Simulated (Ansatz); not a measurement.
PbF2 (fluorite, Fm-3m), LDA (plane waves, PAW; program Ansatz): ε∞ = 3.46, cell volume 49.07 Å³. Infrared-active transverse modes:

```tsv
ω_TO (cm⁻¹)	oscillator strength S_xx (e²/amu)
126.2	0.3284
```

**Question.** Compute the static dielectric constant.

**Answer.** Each mode adds (4.921e7/V) S/ω²: 20.69. So ε0 = 24.1.

**Question.** What LO frequency does the Lyddane–Sachs–Teller relation give?

**Answer.** ω_LO = ω_TO √(ε0/ε∞) = 333 cm⁻¹.

Symmetry was held in the LDA relaxation; phonons on a q-mesh show no instability. Scalar-relativistic: spin–orbit coupling is off unless named, which matters more the heavier the elements.

Potentials: the later of the program's two PAW sets.
